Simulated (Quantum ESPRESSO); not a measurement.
HfAl3Rh2W2, one run as intended and one with a planted mistake

Computed values, not a measurement. The program is pw.x of Quantum ESPRESSO 7.5 (plane-wave density functional theory). The cell is made up: eight metal atoms on a face-centred cubic lattice, with elements, volume, strain and displacements drawn at random and not relaxed, so it may be unstable or far from any real phase. PseudoDojo standard norm-conserving files set the functional (PBE unless stated); there is no spin polarisation or spin-orbit coupling, the Fermi-Dirac width of 0.25 eV means electrons at about 2900 K, and the masses in the input are unused placeholders. Heavy elements are run without spin-orbit coupling, which real alloys of them have. A spin test at this wide smearing found no moment, but such smearing suppresses magnetism that the real alloy may have.

Intended input:

```
&control calculation='scf', pseudo_dir='./dojo.nc.sr.pbe.v0_5.standard.upf', outdir='./o', disk_io='minimal', tprnfor=.true., tstress=.true. /
&system ibrav=0, nat=8, ntyp=4, nbnd=56, ecutwfc=87.97787729, nosym=.true., tot_charge=0,
 occupations='smearing', smearing='fd', degauss=0.0183746611
/
&electrons conv_thr=1.470e-08, electron_maxstep=70, mixing_beta=0.5 /
ATOMIC_SPECIES
Al 1.0 Al.upf
Hf 1.0 Hf.upf
Rh 1.0 Rh.upf
W 1.0 W.upf
CELL_PARAMETERS angstrom
0.0 -2.0352 -2.0352
-6.1056 -2.0352 0.0
-2.0352 4.0704 -6.1056
ATOMIC_POSITIONS angstrom
Hf -0.0432 0.0043 0.0515
Al -2.0918 2.0509 -4.0499
Al -2.0332 -0.0511 -2.0222
Rh -4.0527 2.013 -6.1444
W -4.0202 0.0377 -4.0916
Al -4.1251 -2.0669 -2.0271
W -6.1147 0.0137 -6.0972
Rh -6.1364 -2.0874 -4.0629
K_POINTS automatic
8 4 3 1 1 1
```

The log is shortened where brackets say so; the opening notice, blank lines, dates and the lines on written files are dropped, and the path of the files is cut. It prints rydbergs, bohrs and kilobars, and counts compression as positive stress. Its total energy is the free energy E - TS of the whole cell.

Log of the intended run:

```
     Program PWSCF v.7.5
     Parallel version (MPI & OpenMP), running on       4 processor cores
     Number of MPI processes:                 4
     Threads/MPI process:                     1
     [start-up lines left out]
     bravais-lattice index     =            0
     lattice parameter (alat)  =       5.4390  a.u.
     unit-cell volume          =     910.2022 (a.u.)^3
     number of atoms/cell      =            8
     number of atomic types    =            4
     number of electrons       =        83.00
     number of Kohn-Sham states=           56
     kinetic-energy cutoff     =      87.9779  Ry
     charge density cutoff     =     351.9115  Ry
     scf convergence threshold =      1.5E-08
     mixing beta               =       0.5000
     number of iterations used =            8  plain     mixing
     Exchange-correlation= PBE
                           (   1   4   3   4   0   0   0)
     [axes and pseudopotential details left out]
   Cartesian axes
     site n.     atom                  positions (alat units)
         1        Hf     tau(   1) = (  -0.0150093   0.0014940   0.0178931  )
         2        Al     tau(   2) = (  -0.7267718   0.7125616  -1.4070911  )
         3        Al     tau(   3) = (  -0.7064119  -0.0177541  -0.7025901  )
         4        Rh     tau(   4) = (  -1.4080639   0.6993936  -2.1348010  )
         5        W      tau(   5) = (  -1.3967722   0.0130984  -1.4215793  )
         6        Al     tau(   6) = (  -1.4332184  -0.7181206  -0.7042925  )
         7        W      tau(   7) = (  -2.1244820   0.0047599  -2.1184019  )
         8        Rh     tau(   8) = (  -2.1320214  -0.7252431  -1.4116078  )
     number of k points=    48  Fermi-Dirac smearing, width (Ry)=  0.0184
                       cart. coord. in units 2pi/alat
        k(    1) = (  -0.0534013  -0.0165728  -0.0718155), wk =   0.0416667
        k(    2) = (   0.0055243  -0.1933495   0.1049612), wk =   0.0416667
     [further k points left out]
     Dense  grid:   101455 G-vectors     FFT dimensions: (  36,  75,  90)
     Estimated max dynamical RAM per process >     303.59 MB
     Estimated total dynamical RAM >       1.11 GB
     Initial potential from superposition of free atoms
     starting charge      82.9885, renormalised to      83.0000
     Starting wfcs are   62 randomized atomic wfcs
     total cpu time spent up to now is        3.6 secs
     per-process dynamical memory:   234.2 Mb
     Self-consistent Calculation
     iteration #  1     ecut=    87.98 Ry     beta= 0.50
     Davidson diagonalization with overlap
     ethr =  1.00E-02,  avg # of iterations =  3.5
     total cpu time spent up to now is       11.3 secs
     total energy              =    -898.60092508 Ry
     estimated scf accuracy    <       1.46136463 Ry
     iteration #  2     ecut=    87.98 Ry     beta= 0.50
     Davidson diagonalization with overlap
     ethr =  1.76E-03,  avg # of iterations =  3.3
     total cpu time spent up to now is       19.3 secs
     total energy              =    -898.60672429 Ry
     estimated scf accuracy    <      10.39975990 Ry
     [iterations 3 to 16 left out]
     iteration # 17     ecut=    87.98 Ry     beta= 0.50
     Davidson diagonalization with overlap
     ethr =  4.53E-10,  avg # of iterations =  1.0
     total cpu time spent up to now is      113.8 secs
     total energy              =    -899.43603994 Ry
     estimated scf accuracy    <       0.00000008 Ry
     iteration # 18     ecut=    87.98 Ry     beta= 0.50
     Davidson diagonalization with overlap
     ethr =  9.60E-11,  avg # of iterations =  1.0
     total cpu time spent up to now is      119.5 secs
     End of self-consistent calculation
     [lines on levels left out]
!    total energy              =    -899.43603995 Ry
     estimated scf accuracy    <          2.7E-09 Ry
     smearing contrib. (-TS)   =      -0.09346330 Ry
     internal energy E=F+TS    =    -899.34257665 Ry
     The total energy is F=E-TS. E is the sum of the following terms:
     one-electron contribution =    -366.43037671 Ry
     hartree contribution      =     219.48379331 Ry
     xc contribution           =    -176.78154309 Ry
     ewald contribution        =    -575.61445016 Ry
     convergence has been achieved in  18 iterations
     Forces acting on atoms (cartesian axes, Ry/au):
     atom    1 type  2   force =     0.00791721   -0.01063235   -0.00411579
     atom    2 type  1   force =     0.01683285   -0.01126766    0.00728712
     atom    3 type  1   force =    -0.02955751    0.03294408   -0.02445554
     atom    4 type  3   force =    -0.02278628    0.00755194    0.00066197
     atom    5 type  4   force =    -0.04328298   -0.01654521    0.01193746
     atom    6 type  1   force =     0.02898612    0.01987104   -0.01516960
     atom    7 type  4   force =     0.03583108   -0.01695088    0.01764477
     atom    8 type  3   force =     0.00605951   -0.00497097    0.00620962
     Total force =     0.097607     Total SCF correction =     0.000212
     Computing stress (Cartesian axis) and pressure
          total   stress  (Ry/bohr**3)                   (kbar)     P=      -89.95
  -0.00081074   0.00008972  -0.00010127         -119.26       13.20      -14.90
   0.00008972  -0.00050085   0.00014828           13.20      -73.68       21.81
  -0.00010127   0.00014828  -0.00052287          -14.90       21.81      -76.92
     init_run     :      3.40s CPU      3.52s WALL (       1 calls)
     electrons    :    115.62s CPU    115.87s WALL (       1 calls)
     forces       :      1.38s CPU      1.40s WALL (       1 calls)
     stress       :      4.89s CPU      4.98s WALL (       1 calls)
     [timing details left out]
     PWSCF        :   2m 5.39s CPU   2m 5.91s WALL
     JOB DONE.
```

A second run has one planted mistake: two atoms have their elements exchanged. The input lines that differ:

```
- Al -4.1251 -2.0669 -2.0271
+ Rh -4.1251 -2.0669 -2.0271
- Rh -6.1364 -2.0874 -4.0629
+ Al -6.1364 -2.0874 -4.0629
```

Its log:

```
     Program PWSCF v.7.5
     Parallel version (MPI & OpenMP), running on       4 processor cores
     Number of MPI processes:                 4
     Threads/MPI process:                     1
     [start-up lines left out]
     bravais-lattice index     =            0
     lattice parameter (alat)  =       5.4390  a.u.
     unit-cell volume          =     910.2022 (a.u.)^3
     number of atoms/cell      =            8
     number of atomic types    =            4
     number of electrons       =        83.00
     number of Kohn-Sham states=           56
     kinetic-energy cutoff     =      87.9779  Ry
     charge density cutoff     =     351.9115  Ry
     scf convergence threshold =      1.5E-08
     mixing beta               =       0.5000
     number of iterations used =            8  plain     mixing
     Exchange-correlation= PBE
                           (   1   4   3   4   0   0   0)
     [axes and pseudopotential details left out]
   Cartesian axes
     site n.     atom                  positions (alat units)
         1        Hf     tau(   1) = (  -0.0150093   0.0014940   0.0178931  )
         2        Al     tau(   2) = (  -0.7267718   0.7125616  -1.4070911  )
         3        Al     tau(   3) = (  -0.7064119  -0.0177541  -0.7025901  )
         4        Rh     tau(   4) = (  -1.4080639   0.6993936  -2.1348010  )
         5        W      tau(   5) = (  -1.3967722   0.0130984  -1.4215793  )
         6        Rh     tau(   6) = (  -1.4332184  -0.7181206  -0.7042925  )
         7        W      tau(   7) = (  -2.1244820   0.0047599  -2.1184019  )
         8        Al     tau(   8) = (  -2.1320214  -0.7252431  -1.4116078  )
     number of k points=    48  Fermi-Dirac smearing, width (Ry)=  0.0184
                       cart. coord. in units 2pi/alat
        k(    1) = (  -0.0534013  -0.0165728  -0.0718155), wk =   0.0416667
        k(    2) = (   0.0055243  -0.1933495   0.1049612), wk =   0.0416667
     [further k points left out]
     Dense  grid:   101455 G-vectors     FFT dimensions: (  36,  75,  90)
     Estimated max dynamical RAM per process >     303.59 MB
     Estimated total dynamical RAM >       1.11 GB
     Initial potential from superposition of free atoms
     starting charge      82.9885, renormalised to      83.0000
     Starting wfcs are   62 randomized atomic wfcs
     total cpu time spent up to now is        3.6 secs
     per-process dynamical memory:   226.0 Mb
     Self-consistent Calculation
     iteration #  1     ecut=    87.98 Ry     beta= 0.50
     Davidson diagonalization with overlap
     ethr =  1.00E-02,  avg # of iterations =  3.4
     total cpu time spent up to now is       11.1 secs
     total energy              =    -898.43220820 Ry
     estimated scf accuracy    <       1.65690830 Ry
     iteration #  2     ecut=    87.98 Ry     beta= 0.50
     Davidson diagonalization with overlap
     ethr =  2.00E-03,  avg # of iterations =  3.1
     total cpu time spent up to now is       18.9 secs
     total energy              =    -898.48498035 Ry
     estimated scf accuracy    <      12.99434949 Ry
     [iterations 3 to 16 left out]
     iteration # 17     ecut=    87.98 Ry     beta= 0.50
     Davidson diagonalization with overlap
     ethr =  4.59E-11,  avg # of iterations =  1.2
     total cpu time spent up to now is      114.6 secs
     total energy              =    -899.40008900 Ry
     estimated scf accuracy    <       0.00000002 Ry
     iteration # 18     ecut=    87.98 Ry     beta= 0.50
     Davidson diagonalization with overlap
     ethr =  2.77E-11,  avg # of iterations =  1.0
     total cpu time spent up to now is      120.3 secs
     End of self-consistent calculation
     [lines on levels left out]
!    total energy              =    -899.40008900 Ry
     estimated scf accuracy    <          8.6E-09 Ry
     smearing contrib. (-TS)   =      -0.09747132 Ry
     internal energy E=F+TS    =    -899.30261768 Ry
     The total energy is F=E-TS. E is the sum of the following terms:
     one-electron contribution =    -437.59308365 Ry
     hartree contribution      =     255.14742090 Ry
     xc contribution           =    -176.77940880 Ry
     ewald contribution        =    -540.07754612 Ry
     convergence has been achieved in  18 iterations
     Forces acting on atoms (cartesian axes, Ry/au):
     atom    1 type  2   force =     0.03129654    0.00230825   -0.01429201
     atom    2 type  1   force =    -0.00905963    0.00621267   -0.00993586
     atom    3 type  1   force =    -0.06703130    0.00552285    0.00336736
     atom    4 type  3   force =    -0.01997740   -0.00995824    0.01849135
     atom    5 type  4   force =    -0.02282137   -0.00728128    0.00302286
     atom    6 type  3   force =    -0.00467342    0.01271800   -0.01231001
     atom    7 type  4   force =     0.04081161   -0.02633769    0.02627225
     atom    8 type  1   force =     0.05145498    0.01681545   -0.01461594
     Total force =     0.117878     Total SCF correction =     0.000374
     Computing stress (Cartesian axis) and pressure
          total   stress  (Ry/bohr**3)                   (kbar)     P=      -79.38
  -0.00064611  -0.00011777   0.00010902          -95.05      -17.33       16.04
  -0.00011777  -0.00048669   0.00007181          -17.33      -71.59       10.56
   0.00010902   0.00007181  -0.00048601           16.04       10.56      -71.49
     init_run     :      3.31s CPU      3.45s WALL (       1 calls)
     electrons    :    116.51s CPU    116.76s WALL (       1 calls)
     forces       :      1.42s CPU      1.43s WALL (       1 calls)
     stress       :      4.92s CPU      5.03s WALL (       1 calls)
     [timing details left out]
     PWSCF        :   2m 6.28s CPU   2m 6.80s WALL
     JOB DONE.
```

```
                                            intended run  run with the mistake
                          free energy (eV)    -12237.451            -12236.962
         entropy term -TS, part of it (eV)        -1.272                -1.326
                            pressure (GPa)         -9.00                 -7.94
size of the largest force component (eV/Å)         1.113                 1.723
largest change of a force component (eV/Å)                               1.167
                                iterations            18                    18
```

For scale, a rerun of the intended cell at a higher cutoff and on a denser mesh moved values by no more than 0.004 eV in energy, 0.03 GPa in stress and 0.005 eV/Å in force, and a second program with other atomic files agreed on that cell to 2 % rms in force and 0.5 GPa in pressure.